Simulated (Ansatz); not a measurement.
BAs in space group Pm-3n (No. 223; B on 6c, As on 6d), PBE (plane waves, PAW; program Ansatz). The conduction-band minimum lies on the Γ–X line, 83 % of the way from Γ, with 6 equivalent valleys. Second derivatives d²E/dk² of the lowest band at one valley (eV·Å²), along Cartesian directions:

| direction | d²E/dk² |
|---|---|
| [100] | 22.12 |
| [010] | 22.12 |
| [001] | 11.39 |
| [110] | 22.13 |
| [101] | 16.76 |
| [011] | 16.76 |

Question: Find the principal effective masses, the density-of-states mass and the conductivity mass.

Answer: Off-diagonal terms follow from H_xy = H[110] − (H_xx + H_yy)/2, and m*/mₑ = 7.620 eV·Å² over each eigenvalue: 0.34, 0.34, 0.67. One valley's DOS mass (m₁m₂m₃)^(1/3) = 0.43, conductivity mass 3/(Σ 1/mᵢ) = 0.41 mₑ.

Question: What effective density of states Nc follows at 300 K for parabolic valleys?

Answer: Nc = 2.509e19 × 6 × (0.43)^(3/2) ≈ 4.2e19 cm⁻³.

The start of the workflow was typed in or built on a structure type; neither database checked (COD, Materials Project) lists it. It is not the phase usual at ambient conditions (space group No. 216). Symmetry was held in the PBE relaxation; whether a distortion lowers the energy is not shown. Its formation energy is positive at this level, so the cell may be metastable or incomplete. Spin–orbit coupling is left out wherever it is not named.

Potentials: the earlier of the program's two PAW sets.

Edges and masses are those of Kohn–Sham bands, whose gap is no quasiparticle gap.
